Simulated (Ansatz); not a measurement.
**Is this ZnCd₅O₆ structure stable?**

It was reached by relaxing an invented guess, and it needn't be the stable form of this composition.

The calculation used DFT PBE, scalar-relativistic, plane waves, PAW (Ansatz). Plane waves to 420 eV, a 10×10×4 mesh through Γ for the 12-atom cell and 0.10 eV Gaussian smearing; no spin polarisation.

```
Zn Cd O
1.0
     3.55248    0.00000    0.00000
     0.00000    3.55248    0.00000
     0.00000    0.00000   15.25382
Zn Cd O
1 5 6
Cartesian
  1.7762 1.7762 0.0000
  0.0000 0.0000 12.9411
  0.0000 0.0000 2.3127
  1.7762 1.7762 4.9705
  0.0000 0.0000 7.6269
  1.7762 1.7762 10.2833
  1.7762 0.0000 0.9828
  0.0000 1.7762 3.6410
  1.7762 0.0000 6.2984
  0.0000 1.7762 8.9554
  1.7762 0.0000 11.6129
  0.0000 1.7762 14.2710
```

Energies over the elements count from the elements' standard structures at the same level (O₂ as a molecule), with no fitted energy shifts.

Problem. These tests were run: energy against the elements; phonons at Γ. What do they show?

Solution.

| test | result |
| --- | --- |
| energy against the elements | −1.05 eV/atom |
| phonons at Γ | lowest optical mode 43 cm⁻¹ |

It fails none of these tests. Whether a mixture of other phases lies lower isn't tested here. Phonons away from Γ weren't computed.

The run for the phonons used a 10×10×4 k mesh and Fermi–Dirac smearing of 0.15 eV.
